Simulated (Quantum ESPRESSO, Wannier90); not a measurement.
# TlI (CsCl type), plane waves to Wannier functions

```xyz
2
Lattice="4.2382 0.0000 0.0000 0.0000 4.2382 0.0000 0.0000 0.0000 4.2382" Properties=species:S:1:pos:R:3 pbc="T T T"
Tl     0.0000     0.0000     0.0000
I      2.1191     2.1191     2.1191
```

Cell from Materials Project (mp-23197), symmetrised, no further relaxation. COD (Crystallography Open Database) has the formula in 2 space groups, this one among them (matched by group alone). Level: PBEsol, spinors with spin-orbit coupling; pw.x of Quantum ESPRESSO at 56 Ry with PseudoDojo potentials, 6×6×6 k-points, Wannier90. Density: 8×8×8 mesh, Gaussian smearing 0.01 Ry.

A tight-binding model is made by disentanglement and projection with no localisation steps (num_iter = 0), so the 14 orbitals stay atom-like: hydrogen-like Tl: s;p; I: p, axes along x, y, z; frozen window up to 2.29 eV relative to the valence-band maximum. It follows pw.x to 9.0 meV rms for states up to 1.8 eV relative to the valence-band maximum. Matrix elements depend on this choice of orbitals and windows.

Problem. What are the on-site energies relative to the valence-band maximum, and how fast do the hoppings decay?

Solution. 
```tsv
atom	orbitals	energy (eV)
Tl1	s↑ s↓	-4.08
Tl1	pz↑ pz↓ px↑ px↓ py↑ py↓	3.58
I2	pz↑ pz↓ px↑ px↓ py↑ py↓	-0.93
```

| distance of the centres (Å) | largest modulus (eV) |
|---|---|
| 3–4 | 0.41 |
| 4–5 | 0.72 |
| 5–6 | 0.039 |
| 7–8 | 0.065 |
| 8–9 | 0.048 |
| 9–10 | 0.0034 |
| 10–11 | 0.0086 |
| 11–12 | 0.0049 |

Effective spin-orbit constants λ of λ L·S, from the same-site elements px↑–py↑ (λ/2) and dx2-y2↑–dxy↑ (λ), where they are among the larger elements: Tl1 p 0.90 eV, I2 p 0.67 eV.
